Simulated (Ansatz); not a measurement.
Values for one crystal, relaxed and computed with r²SCAN in the plane-wave PAW code Ansatz; other levels are named.

```yaml
volume_per_atom: 17.44 Å³
band_gap: 0.33 eV (indirect)
smallest_direct_gap_on_the_standard_path: 0.79 eV
Formation energy from the elements (no fitted shifts): -0.34 eV/atom
valence_band_maximum: at Γ
conduction_band_minimum: off the standard path, at k = (0.182, 0.411, 0.469)
```

Question: Which compound is it?
(A) NiS2, P2_1/c (Ni on 2a, S on 4e)
(B) ZrS2, CdI2 type
(C) MoS2, R3m (Mo on 3a, S on 3a, S on 3a)
(D) HfO2, P2_1/c (Hf on 4e, O on 4e, O on 4e)

Answer: A, NiS2, P2_1/c (Ni on 2a, S on 4e)

The workflow started from a Materials Project entry (that database holds measured and hypothetical structures alike); the Crystallography Open Database copy checked does not list it. COD files the formula under space group No. 205, so this cell is another polymorph or a model. Its standing as an ambient phase is unchecked. Symmetry was held in the r²SCAN relaxation; whether a distortion lowers the energy is not shown. The run is not spin-polarised. A crystal of weakly bound layers computed without a dispersion correction: the cell and the soft elastic constants depend strongly on that. The references are the lowest solids computed at this level, not always the standard phases.

Potentials: the earlier of the program's two PAW sets.
